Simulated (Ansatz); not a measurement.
A geometry of TiAl away from equilibrium: step 19 of the relaxation of a generated trial cell of TiAl in the AFLOW prototype AB_oP4_59_a_b (as in CuTe). Level of theory: PBEsol (plane waves to 420 eV, PAW, scalar-relativistic; Ansatz, a quantum-chemistry and plane-wave program). Γ-centred k-mesh 12×9×6 on the run's cell (coarser than for final values), Fermi–Dirac smearing 0.05 eV.

```yaml
crystal:
  lattice:
    - [3.58523, 0.00000, 0.00000]
    - [0.00000, 4.04642, 0.00000]
    - [0.00000, 0.00000, 4.21403]
  atoms:
    - { symbol: Al, position: [0.00000, 0.00000, 0.00000] }
    - { symbol: Al, position: [0.50000, 0.50000, 0.00000] }
    - { symbol: Ti, position: [0.00000, 0.50000, 0.50000] }
    - { symbol: Ti, position: [0.50000, 0.00000, 0.50000] }
```

Question: Which atoms carry the largest force, and which way does it point?

Answer: No atom: all forces are below 0.005 eV/Å; only the cell is out of equilibrium.

Question: What is the pressure?

Answer: +4.1 GPa, compression positive.

Question: How far above the relaxed end point is this geometry?

Answer: 0.04 eV/atom; the path ends in P4/mmm (No. 123) (AFLOW prototype AB_tP2_123_a_d (L1_0, as in CuAu)).

No spin polarisation in the result.

The run could not lose the symmetry of its start.

The first start was generated by placing the elements on the sites of a structure type. A measured structure of TiAl has the same space group, P4/mmm (No. 123); the sites were not compared with it.
